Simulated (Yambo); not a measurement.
Yambo run on K₂LiAlF₆ (space group Fm-3m, No. 225). The wavefunctions are norm-conserving PBEsol (Quantum ESPRESSO, 84 Ry, without SOC) ones on a 2×2×2 mesh (33 occupied bands); a = b = c = 5.642 Å, α = β = γ = 60.00°.

Yambo input:

```
rim_cut
gw0
dyson
el_el_corr
HF_and_locXC
ppa
em1d
RandQpts= 1000000
RandGvec= 1 Ry
EXXRLvcs= 84 Ry
VXCRLvcs= 336 Ry
Chimod= "HARTREE"
% BndsRnXp
 2 | 191 |
%
NGsBlkXp= 7 Ry
% LongDrXp
 1.0 | 1.0 | 1.0 |
%
PPAPntXp= 55 eV
% GbndRnge
 1 | 191 |
%
GTermKind= "BG"
DysSolver= "n"
ExtendOut
% QPkrange
 1 | 1 | 33 | 34 |
%
```

k points by index: 1 = Γ.

Table of the .qp output:

```
#    K-point    Band    Eo [eV]    E [eV]    E-Eo [eV]    Vxc [eV]    Vnlxc [eV]    Sc|Eo [eV]    Sc|E [eV]    dSc/dw|Eo [eV]    Re(Z)    Im(Z)
#
    1    33    0.000000    -2.741650    -2.741650    -22.80057    -30.69640    4.623259    5.154184    -5.269340    0.837769    -0.839937E-3
    1    34    7.323814    8.826314    1.502500    -10.63245    -5.910507    -3.056098    -3.219442    -2.958190    0.901948    -0.494204E-3
```
(The two width columns are left out.) Convergence of these settings isn't established.

Geometry of the Materials Project entry, not relaxed at this level.
